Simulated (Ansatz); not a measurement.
Relaxed Mg (hcp, Mg type):

```
Mg
1.0
    6.37233     0.00000     0.00000
   -1.59308     2.75930     0.00000
    0.00000     0.00000     5.22349
Mg
4
Direct
  0.16667   0.66667   0.75000
  0.66667   0.66667   0.75000
  0.33333   0.33333   0.25000
  0.83333   0.33333   0.25000
```

The numbers are results of PBE (plane waves to 420 eV, PAW, scalar-relativistic; Ansatz, an electronic-structure program), not measurements. k mesh 7×14×7 (Γ-centred), Fermi-Dirac smearing 0.05 eV. With partly filled bands, energies and forces of such displacements shift with the k mesh and the smearing. Mg was relaxed with its symmetry unable to fall. The PAW data are Ansatz's earlier set.

One atom of the cell was then moved (with its periodic images), all else fixed, and the forces (eV/Å) came out as:

```csv
atom,Fx,Fy,Fz
Mg1,1.475,0.324,0.000
Mg2,-1.803,-0.145,0.000
Mg3,0.139,0.051,0.000
Mg4,0.189,-0.230,0.000
```

Problem. Which atom was moved, and by which vector (Å)?

Solution. Mg2, by (0.58, 0.00, 0.00), 0.58 Å in all.

(For displaced atoms, the force is minus the slope of the energy, and its curvature is a force constant, which sets phonon frequencies.)
